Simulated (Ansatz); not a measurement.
RuSb₂ (space group Pnnm)

```yaml
crystal:
  lattice:
    - [5.95718, 0.00000, 0.00000]
    - [0.00000, 6.66334, 0.00000]
    - [0.00000, 0.00000, 3.17624]
  atoms:
    - { symbol: Sb, position: [0.18218, 0.35735, 0.00000] }
    - { symbol: Sb, position: [0.81782, 0.64265, 0.00000] }
    - { symbol: Sb, position: [0.68218, 0.14265, 0.50000] }
    - { symbol: Sb, position: [0.31782, 0.85735, 0.50000] }
    - { symbol: Ru, position: [0.00000, 0.00000, 0.00000] }
    - { symbol: Ru, position: [0.50000, 0.50000, 0.50000] }
```

The slice is a (-1 1 0) plane (indices of the conventional cell) through the point (0.818, 0.643, 0.000) (fractional), spanned by u = [001] and v = [110] in vectors of this cell: u (3.18 Å) and v (8.94 Å, at 90° to u). It covers one period; positions are fractions (u, v).

Calculation: PBEsol (plane waves to 420 eV, PAW, scalar-relativistic; Ansatz, a quantum-chemistry and plane-wave program). k mesh 8×7×15. These are valence fields of a PAW run, semicore shells included where kept as valence: close to a nucleus they are smooth pseudo fields. At this level the bands of RuSb2 touch or barely overlap; measurements give the solid a gap. RuSb2 is run without spin polarisation. RuSb2 was relaxed with its symmetry unable to fall. Spin-orbit coupling is left out, though Sb is heavy.

Q: Sketch the electrostatic potential energy of an electron, from the cell's mean on this plane as a map.

A: 
```
|xxx :+: xx|
|xxx =*= xx|
|x  :===:  |
|:--:   :--|
|##= xxx =#|
|@%= xxx =%|
|@%+ xxx +%|
|@@*: x :*@|
|@@%*-:-*%@|
|%%%%#*#%%%|
|#%%%%%%%%%|
|##%%@@@%%#|
|##%@@@@@%#|
|%%%@@@@@%%|
|@@@@%%%@@@|
|%%%%#*#%%%|
|++**+=+**+|
|  :--:--: |
|xx .:::. x|
|xx .-=-. x|
|xx -***- x|
|x :*%%%*: |
|.-+%@@@%+-|
|.:+#@@@#+:|
|x  =#%#=  |
|xxx =*= xx|
|xxx :+: xx|
|xxxx.+.xxx|
```
Scale: ten equal steps from 2.00 (start of ' ') to 10.24 (end of '@'), in the order ' .:-=+*#%@'. Values: electrostatic potential energy of an electron, from the cell's mean, in eV. The map has 10 points along u (one character each, u = 0 at the left) and 28 along v (v = 0 in the bottom row). Points within 1 Å of a nucleus are blanked (x), as the pseudised field means little there. Values under 2 eV are set to 2. The zero, the cell's mean, hangs on the PAW cores.
